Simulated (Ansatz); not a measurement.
Method: DFT PBE, scalar-relativistic, plane waves, PAW, and for the lanthanide a 4f-in-core norm-conserving potential, in Ansatz. All cells share a 660 eV cutoff and Γ-centred k meshes spaced about 0.3 Å⁻¹ or finer (0.25 for metals, 2π included). No spin polarisation in the final relaxations.

All energies are static (0 K, no zero-point motion). All come from trial cells, and lower structures may exist.

Problem. These unrelaxed guesses for NdHf are each relaxed within their symmetry. Order them by the energy at which they end, lowest first.
A.

```
CELL_PARAMETERS angstrom
1.83950 -2.56967 0.00000
1.83950 2.56967 0.00000
0.00000 0.00000 5.18290
ATOMIC_POSITIONS crystal
Nd 0.00000 0.00000 0.00000
Hf 0.50000 0.50000 0.50000
```

B.

```
CELL_PARAMETERS angstrom
3.13360 0.00000 0.00000
0.00000 3.13360 0.00000
0.00000 0.00000 9.66194
ATOMIC_POSITIONS crystal
Nd 0.00000 0.50000 0.13000
Nd 0.50000 0.00000 0.87000
Hf 0.00000 0.50000 0.60800
Hf 0.50000 0.00000 0.39200
```

Solution. B (ends in P4/nmm, 0 meV/atom), A (ends in P4/mmm, CuAu (L1_0) type, 123 meV/atom). Even the lowest end lies +0.14 eV/atom against the elements.

Spin–orbit coupling, which can matter for Hf, is left out. With atoms moved at random, P4/nmm came back. Without a clear test, and held by symmetry: P4/mmm. Some candidate types were left out of the draw beforehand, so a known form may be missing.

The lanthanide is trivalent by construction, without f bands, f moments or other valences. The reference runs of the other elements, and any phases without the lanthanide, used 420 eV, which shifts energies against them by under 10 meV/atom. The lanthanide's reference is the lowest of its hcp, dhcp and fcc cells.
